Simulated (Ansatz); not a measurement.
ZrN:
```
CELL_PARAMETERS angstrom
      0.00000     2.27633     2.27633
      2.27633     0.00000     2.27633
      2.27633     2.27633     0.00000
ATOMIC_POSITIONS crystal
  Zr 0.50000 0.50000 0.50000
  N  0.00000 0.00000 0.00000
```

Relaxed with PBEsol. Special points in fractions of this cell's reciprocal vectors: Γ (0.000, 0.000, 0.000); X (0.500, 0.000, 0.500); U (0.625, 0.250, 0.625); K (0.375, 0.375, 0.750); L (0.500, 0.500, 0.500); W (0.500, 0.250, 0.750).

Q: List the band energies nearest the Fermi level at these points for the program Ansatz at the PBEsol with spin–orbit coupling level (PAW).

A: In eV from the Fermi level; about four levels below and three above (degenerate sets whole), none deeper than 8.9 eV; points with the same levels are listed once.

| k | below | above |
|---|---|---|
| Γ | -0.39 -0.39 -0.39 -0.39 -0.32 -0.32 | 1.69 1.69 1.69 1.69 |
| X | -3.14 -3.14 -3.02 -3.02 | 3.55 3.55 4.73 4.73 |
| U | -4.43 -4.43 -0.67 -0.67 | 3.58 3.58 3.88 3.88 |
| L | -5.74 -5.74 -5.73 -5.73 | 3.18 3.18 3.25 3.25 |
| W | -4.78 -4.78 -4.62 -4.62 | 1.09 1.09 1.13 1.13 |

Space group Fm-3m (rock salt). The cell was relaxed with PBEsol under the symmetry of its start. No spin polarisation was allowed. With an odd number of electrons in the cell and no spin polarisation, the count alone makes it a metal.

Potentials: the earlier of the program's two PAW sets. The files were generated under PBE; for other functionals the program regenerates the frozen cores, and for LDA and PBEsol the local potential too.
